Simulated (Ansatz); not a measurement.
GeSe, first-principles data

GeSe:
```yaml
crystal:
  lattice:
    - [3.93159, 0.00000, 0.00000]
    - [0.00000, 5.77066, 0.00000]
    - [0.00000, 0.00000, 4.25861]
  atoms:
    - { symbol: Ge, position: [0.00000, 0.23277, 0.57960] }
    - { symbol: Ge, position: [0.50000, 0.76723, 0.07960] }
    - { symbol: Se, position: [0.00000, 0.76113, 0.67040] }
    - { symbol: Se, position: [0.50000, 0.23887, 0.17040] }
```

Space group Pmn2_1 (No. 31); conventional cell a = 3.9316 Å, b = 5.7707 Å, c = 4.2586 Å, α = β = γ = 90.00°.

Method: DFT-PBE+D3(BJ) in the program Ansatz with PAW potentials. Structure relaxed to zero pressure with the same functional. Other levels are named where they apply.

**Cell and energy**

```yaml
volume_per_atom: 24.15 Å³
density: 5.21 g/cm³
Formation energy from the elements (no fitted shifts): -0.27 eV/atom
```

**Electronic structure**

```yaml
band_gap: 0.53 eV (indirect)
valence_band_maximum: on the Γ–Z line, 79 % of the way from Γ (k = 0.000, 0.000, 0.396 in fractions of the reciprocal vectors)
conduction_band_minimum: on the S–Y line, 5 % of the way from S (k = 0.477, 0.500, 0.000 in fractions of the reciprocal vectors) (2 equivalent valleys)
smallest_direct_gap_on_the_standard_path: 0.66 eV
electron_effective_mass: 0.26, 0.35, 0.45 mₑ (principal values)
hole_effective_mass: 0.13, 0.31, 2.9 mₑ (principal values)
```

The start of the workflow was typed in or built on a structure type; neither database checked (COD, Materials Project) lists it. It is not the phase usual at ambient conditions (space group No. 62). Symmetry was held in the PBE+D3(BJ) relaxation; its stability against distortions is not shown here. The volume moved by -20 % from the start of the relaxation. The references are the lowest solids computed at this level, not always the standard phases. Spin–orbit coupling is left out wherever it is not named.

Potentials: the earlier of the program's two PAW sets.
